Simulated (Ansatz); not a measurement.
Input:

Ta$_{3}$Ga$_{2}$:
```cif
data_Ga4Ta6
_chemical_formula_sum 'Ta6 Ga4'
_space_group_name_H-M_alt 'P4/mbm'
_space_group_IT_number 127
_space_group_name_Hall '-P 4 2ab'
_cell_length_a 6.85455
_cell_length_b 6.85455
_cell_length_c 3.49509
_cell_angle_alpha 90.000
_cell_angle_beta 90.000
_cell_angle_gamma 90.000
loop_
_atom_site_label
_atom_site_type_symbol
_atom_site_symmetry_multiplicity
_atom_site_Wyckoff_symbol
_atom_site_fract_x
_atom_site_fract_y
_atom_site_fract_z
_atom_site_occupancy
Ta1 Ta 4 h 0.32467 0.17533 0.50000 1
Ta2 Ta 2 a 0.00000 0.00000 0.00000 1
Ga1 Ga 4 g 0.12565 0.37435 0.00000 1
```

This is the r²SCAN-relaxed structure.

Question: All from DFT-r²SCAN in the program Ansatz with PAW potentials, unless another level is named. Estimate the density of states at the Fermi level.

Answer: 0.29 states/eV per atom (mean over ±0.08 eV).

Question: Predict the formation energy from the elements (no fitted shifts).

Answer: -0.36 eV/atom.

The first step of the workflow began from a Materials Project structure, measured or hypothetical; the Crystallography Open Database copy checked does not list it. Whether it is the stable phase at ambient conditions was not checked. Symmetry was held in the r²SCAN relaxation; its stability against distortions is not shown here. No spin polarisation was allowed. The references are the lowest solids computed at this level, not always the standard phases. Spin–orbit coupling is left out wherever it is not named.

Potentials: the later of the program's two PAW sets.
